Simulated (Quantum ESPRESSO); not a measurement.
## Al2InGaP4 (input and log of a self-consistent run)

Computed values, not a measurement. The program is pw.x of Quantum ESPRESSO 7.5 (plane-wave density functional theory). The cell is made up: 8 atoms on a zincblende/diamond lattice, with randomly drawn elements, strain and displacements, not relaxed. PseudoDojo standard norm-conserving files (v0.5 for PBE, v0.4.1 for LDA and PBEsol) set the functional; there is no spin polarisation, spin-orbit coupling or dispersion term, and the masses in the input are unused placeholders.

Input:

```
&control calculation='scf', pseudo_dir='./dojo.nc.sr.pbe.v0_5.standard.upf', outdir='./o', disk_io='medium', tprnfor=.true., tstress=.true. /
&system ibrav=0, nat=8, ntyp=4, nbnd=32, ecutwfc=79.96652505, nosym=.true., tot_charge=0,
 occupations='smearing', smearing='fd', degauss=0.0018374661
/
&electrons conv_thr=7.350e-09, electron_maxstep=60, /
ATOMIC_SPECIES
Al 1.0 Al.upf
Ga 1.0 Ga.upf
In 1.0 In.upf
P 1.0 P.upf
CELL_PARAMETERS angstrom
5.5593 0.063 0.009
0.063 5.519 -0.0409
0.009 -0.0408 5.6
ATOMIC_POSITIONS angstrom
Al -0.0792 0.0181 0.1028
In 0.1979 2.7769 2.8401
Ga 2.8012 0.0245 2.7734
Al 2.9403 2.8389 0.0428
P 1.3241 1.561 1.4311
P 1.2131 4.0945 4.1041
P 4.2283 1.322 4.1418
P 4.1839 4.055 1.3333
K_POINTS automatic
4 4 4 1 1 1
```

The log is shortened where brackets say so; the opening notice, blank lines, dates and the lines on written files are dropped, and the path of the files is cut. It prints rydbergs, bohrs and kilobars, and counts compression as positive stress.

```
     Program PWSCF v.7.5
     Parallel version (MPI & OpenMP), running on       1 processor cores
     Number of MPI processes:                 1
     Threads/MPI process:                     1
     [start-up lines left out]
     bravais-lattice index     =            0
     lattice parameter (alat)  =      10.5062  a.u.
     unit-cell volume          =    1159.2691 (a.u.)^3
     number of atoms/cell      =            8
     number of atomic types    =            4
     number of electrons       =        52.00
     number of Kohn-Sham states=           32
     kinetic-energy cutoff     =      79.9665  Ry
     charge density cutoff     =     319.8661  Ry
     scf convergence threshold =      7.3E-09
     mixing beta               =       0.7000
     number of iterations used =            8  plain     mixing
     Exchange-correlation= PBE
                           (   1   4   3   4   0   0   0)
     [axes and pseudopotential details left out]
   Cartesian axes
     site n.     atom                  positions (alat units)
         1        Al     tau(   1) = (  -0.0142455   0.0032556   0.0184903  )
         2        In     tau(   2) = (   0.0355957   0.4994726   0.5108402  )
         3        Ga     tau(   3) = (   0.5038434   0.0044067   0.4988431  )
         4        Al     tau(   4) = (   0.5288629   0.5106244   0.0076983  )
         5        P      tau(   5) = (   0.2381619   0.2807724   0.2574076  )
         6        P      tau(   6) = (   0.2181966   0.7364653   0.7381921  )
         7        P      tau(   7) = (   0.7605315   0.2377841   0.7449730  )
         8        P      tau(   8) = (   0.7525454   0.7293606   0.2398166  )
     number of k points=    32  Fermi-Dirac smearing, width (Ry)=  0.0018
                       cart. coord. in units 2pi/alat
        k(    1) = (   0.1233846   0.1254375   0.1248153), wk =   0.0625000
        k(    2) = (   0.1229619   0.1272818   0.3730287), wk =   0.0625000
     [further k points left out]
     Dense  grid:   111943 G-vectors     FFT dimensions: (  60,  60,  64)
     Estimated max dynamical RAM per process >     143.55 MB
     Initial potential from superposition of free atoms
     starting charge      51.9880, renormalised to      52.0000
     Starting wfcs are   42 randomized atomic wfcs
     total cpu time spent up to now is       13.1 secs
     per-process dynamical memory:    86.7 Mb
     Self-consistent Calculation
     iteration #  1     ecut=    79.97 Ry     beta= 0.70
     Davidson diagonalization with overlap
     ethr =  1.00E-02,  avg # of iterations =  4.0
     Threshold (ethr) on eigenvalues was too large:
     Diagonalizing with lowered threshold
     Davidson diagonalization with overlap
     ethr =  7.64E-04,  avg # of iterations =  1.9
     total cpu time spent up to now is       63.2 secs
     total energy              =    -350.45087433 Ry
     estimated scf accuracy    <       0.41338456 Ry
     iteration #  2     ecut=    79.97 Ry     beta= 0.70
     Davidson diagonalization with overlap
     ethr =  7.95E-04,  avg # of iterations =  2.2
     total cpu time spent up to now is       92.3 secs
     total energy              =    -350.54836546 Ry
     estimated scf accuracy    <       0.09976264 Ry
     iteration #  3     ecut=    79.97 Ry     beta= 0.70
     Davidson diagonalization with overlap
     ethr =  1.92E-04,  avg # of iterations =  4.1
     total cpu time spent up to now is      117.7 secs
     total energy              =    -350.56704135 Ry
     estimated scf accuracy    <       0.00825859 Ry
     iteration #  4     ecut=    79.97 Ry     beta= 0.70
     Davidson diagonalization with overlap
     c_bands:  1 eigenvalues not converged
     c_bands:  1 eigenvalues not converged
     ethr =  1.59E-05,  avg # of iterations = 10.7
     total cpu time spent up to now is      152.4 secs
     total energy              =    -350.56940687 Ry
     estimated scf accuracy    <       0.00216824 Ry
     iteration #  5     ecut=    79.97 Ry     beta= 0.70
     Davidson diagonalization with overlap
     ethr =  4.17E-06,  avg # of iterations =  4.8
     total cpu time spent up to now is      178.4 secs
     total energy              =    -350.56975257 Ry
     estimated scf accuracy    <       0.00008199 Ry
     iteration #  6     ecut=    79.97 Ry     beta= 0.70
     Davidson diagonalization with overlap
     ethr =  1.58E-07,  avg # of iterations =  3.8
     total cpu time spent up to now is      210.2 secs
     total energy              =    -350.56977814 Ry
     estimated scf accuracy    <       0.00001121 Ry
     iteration #  7     ecut=    79.97 Ry     beta= 0.70
     Davidson diagonalization with overlap
     ethr =  2.16E-08,  avg # of iterations =  2.4
     total cpu time spent up to now is      232.6 secs
     total energy              =    -350.56978085 Ry
     estimated scf accuracy    <       0.00000090 Ry
     iteration #  8     ecut=    79.97 Ry     beta= 0.70
     Davidson diagonalization with overlap
     ethr =  1.73E-09,  avg # of iterations =  3.9
     total cpu time spent up to now is      263.8 secs
     total energy              =    -350.56978121 Ry
     estimated scf accuracy    <       0.00000013 Ry
     iteration #  9     ecut=    79.97 Ry     beta= 0.70
     Davidson diagonalization with overlap
     ethr =  2.57E-10,  avg # of iterations =  2.1
     total cpu time spent up to now is      296.5 secs
     total energy              =    -350.56978124 Ry
     estimated scf accuracy    <          9.3E-09 Ry
     iteration # 10     ecut=    79.97 Ry     beta= 0.70
     Davidson diagonalization with overlap
     ethr =  1.78E-11,  avg # of iterations =  3.7
     total cpu time spent up to now is      331.8 secs
     End of self-consistent calculation
     [lines on levels left out]
!    total energy              =    -350.56978125 Ry
     estimated scf accuracy    <          1.9E-09 Ry
     smearing contrib. (-TS)   =      -0.00000000 Ry
     internal energy E=F+TS    =    -350.56978125 Ry
     The total energy is F=E-TS. E is the sum of the following terms:
     one-electron contribution =    -161.77784139 Ry
     hartree contribution      =     113.07752141 Ry
     xc contribution           =    -102.91186991 Ry
     ewald contribution        =    -198.95759135 Ry
     convergence has been achieved in  10 iterations
     Forces acting on atoms (cartesian axes, Ry/au):
     atom    1 type  1   force =     0.01109064   -0.00143643   -0.01620762
     atom    2 type  3   force =    -0.20939411   -0.07410671   -0.03622307
     atom    3 type  2   force =    -0.03672828   -0.01032497   -0.00065958
     atom    4 type  1   force =    -0.08752220   -0.05565902   -0.08249348
     atom    5 type  4   force =     0.13330647   -0.15375088   -0.14965866
     atom    6 type  4   force =     0.20574064    0.20091402    0.20744369
     atom    7 type  4   force =    -0.03564632    0.00154254    0.04489875
     atom    8 type  4   force =     0.01915316    0.09282144    0.03289998
     Total force =     0.522443     Total SCF correction =     0.000108
     Computing stress (Cartesian axis) and pressure
          total   stress  (Ry/bohr**3)                   (kbar)     P=       81.00
   0.00040398   0.00011755   0.00015297           59.43       17.29       22.50
   0.00011755   0.00061683   0.00068212           17.29       90.74      100.34
   0.00015297   0.00068212   0.00063097           22.50      100.34       92.82
     init_run     :     12.23s CPU     12.93s WALL (       1 calls)
     electrons    :    300.19s CPU    318.72s WALL (       1 calls)
     forces       :      5.12s CPU      5.23s WALL (       1 calls)
     stress       :     20.69s CPU     20.83s WALL (       1 calls)
     [timing details left out]
     PWSCF        :   5m38.55s CPU   5m58.28s WALL
     JOB DONE.
```

In other units: free energy -4769.745 eV for the cell, pressure 8.10 GPa, largest force component 5.384 eV/Å. A rerun of the same cell at another strain at 1377 eV and a 6 x 6 x 6 mesh moved values by no more than 0.007 eV in energy, 0.02 GPa in stress and 0.002 eV/Å in force.